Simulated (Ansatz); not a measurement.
Relaxed-ion elastic tensor of Os (fcc (Cu type), Fm-3m) in GPa (Voigt order), DFT-r²SCAN in the program Ansatz with PAW potentials; density 22.46 g/cm³, 14.07 Å³ per atom.

```
642  309  309  0.0  0.0  0.0
309  642  309  0.0  0.0  0.0
309  309  642  0.0  0.0  0.0
0.0  0.0  0.0  342  0.0  0.0
0.0  0.0  0.0  0.0  342  0.0
0.0  0.0  0.0  0.0  0.0  342
```

Problem. Is the crystal mechanically stable?

Solution. Yes: the smallest eigenvalue of C is 333 GPa.

Problem. Work out the Voigt, Reuss and Hill averages.

Solution. K_V = 420, K_R = 420, K_H = 420; G_V = 272, G_R = 240, G_H = 256 GPa.

Problem. Give Young's modulus, Poisson's ratio, Pugh's ratio and the universal anisotropy index.

Solution. E = 9KG/(3K + G) = 638 GPa; ν = 0.25; K/G = 1.64 (brittle by the Pugh limit of 1.75); A_U = 5G_V/G_R + K_V/K_R − 6 = 0.65.

Problem. Estimate the sound speeds and the Debye temperature.

Solution. v_l = √((K + 4G/3)/ρ) = 5820 m/s, v_t = √(G/ρ) = 3380 m/s, mean 3750 m/s; Θ = (h/k)(3n/4πV)^(1/3) v_m = 462 K.

Problem. Give the Zener ratio and Young's modulus along [100], [110] and [111].

Solution. A = 2C44/(C11 − C12) = 2.05; 1/E = S11 − 2(S11 − S12 − S44/2)Γ with Γ = 0, 1/4, 1/3 gives 441, 668, 807 GPa.

A made-up cell: these elements were put on the sites of a structure type; the Crystallography Open Database files this formula in space group No. 225, but the cells were not matched. It is not the phase usual at ambient conditions (space group No. 194). The cell was relaxed with r²SCAN under the symmetry of its start; whether a distortion lowers the energy is not shown. The run is not spin-polarised. As this level gives no gap, shear constants depend on the k-mesh and smearing (Fermi–Dirac, 0.1 eV here). Spin–orbit coupling is left out wherever it is not named.

Potentials: the later of the program's two PAW sets.
